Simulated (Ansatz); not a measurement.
**Kick test of a cell of Cd₃SO₂**

The structure comes from a proposed guess, relaxed at this level; another structure or a mixture of phases may lie lower.

The calculation used DFT PBE, scalar-relativistic, plane waves, PAW (Ansatz 0.2.0). Settings: cutoff 420 eV, Γ-centred mesh 12×12×4 on the computed 6-atom cell, Gaussian smearing of 0.10 eV; no spin polarisation.

The cell below (6 atoms, space group P3m1 (No. 156)) is relaxed within its symmetry.

```yaml
crystal:
  lattice:
    - [3.79426, 0.00000, 0.00000]
    - [-1.89713, 3.28593, 0.00000]
    - [0.00000, 0.00000, 9.43193]
  atoms:
    - { symbol: Cd, position: [0.66667, 0.33333, 0.88325] }
    - { symbol: Cd, position: [0.00000, 0.00000, 0.27905] }
    - { symbol: Cd, position: [0.33333, 0.66667, 0.58244] }
    - { symbol: S, position: [0.00000, 0.00000, 0.00826] }
    - { symbol: O, position: [0.66667, 0.33333, 0.64973] }
    - { symbol: O, position: [0.33333, 0.66667, 0.34727] }
```

For the test a repeat of it with 12 atoms (edges 3.79, 3.79, 18.86 Å) was strained at random (σ = 1.5 % a component), the atoms were moved at random (σ = 0.05 Å), and all was relaxed again on a coarse 6×6×2 mesh (in the run’s order of axes) with 0.20 eV smearing, with no symmetry imposed.

Task: Is the structure stable against such a distortion?

Result: It returns, within 1 meV/atom of the unmoved cell on that mesh and with the same symmetry when read at 0.1 Å (P1 at 0.01 Å, so small strains and shifts remain). No instability shows in this cell; modes of other wave vectors, which need another repeat, aren't tested.
